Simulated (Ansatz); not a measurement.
The calculation used Ansatz, DFT PBE, scalar-relativistic, plane waves, PAW. All cells share a 420 eV cutoff and Γ-centred k meshes spaced at most about 0.3 Å⁻¹ (about 0.25 or finer for metals, 2π included). No spin polarisation in the final relaxations.

Temperature and zero-point effects are left out.

Two relaxed structures of YTaP2:

A.

```
CELL_PARAMETERS angstrom
3.69507 0.00000 0.00000
-1.84754 3.20003 0.00000
0.00000 0.00000 6.58219
ATOMIC_POSITIONS crystal
Y 0.00000 0.00000 0.00000
Ta 0.00000 0.00000 0.50000
P 0.66667 0.33333 0.72053
P 0.33333 0.66667 0.27947
```

B.

```
CELL_PARAMETERS angstrom
6.49795 0.00000 0.00000
0.00000 3.67607 0.00000
-0.06869 0.00000 6.54046
ATOMIC_POSITIONS crystal
Y 0.74158 0.75000 0.00657
Y 0.25842 0.25000 0.99343
Ta 0.78880 0.75000 0.50306
Ta 0.21120 0.25000 0.49694
P 0.91512 0.25000 0.73933
P 0.42317 0.75000 0.69920
P 0.08488 0.75000 0.26067
P 0.57683 0.25000 0.30080
```

Task: Which form is favoured at zero pressure, and by what margin per atom?

Result: B is lower, by 13 meV/atom. The two are nearly one structure: a small distortion parts them. A has space group P-3m1 (No. 164), 19.5 Å³/atom and no gap on its mesh; B has space group P2_1/m (No. 11), 19.5 Å³/atom and no gap. In A, Y has 6 P at 2.82 Å, 2 Ta at 3.29 Å and 6 Y at 3.70 Å; Ta is surrounded by 6 P at 2.58 Å and 2 Y at 3.29 Å; P is surrounded by 3 Ta at 2.58 Å and 3 Y at 2.82 Å. In B, Y has 6 P at 2.77–2.88 Å and 2 Ta at 3.26–3.31 Å; around Ta lie 6 P at 2.51–2.71 Å, 2 Y at 3.26–3.31 Å and 2 Ta at 3.30 Å; around P on its first site lie 3 Ta at 2.51–2.53 Å and 3 Y at 2.77–2.78 Å; 1 more site not described. Both come from invented guesses.

For metals, differences of a few meV/atom aren't resolved. Spin–orbit coupling, which can matter for Ta, is left out. Cells relaxed within their symmetry can be saddle points. The P2_1/m cell of YTaP2 came from shaking the P-3m1 one.
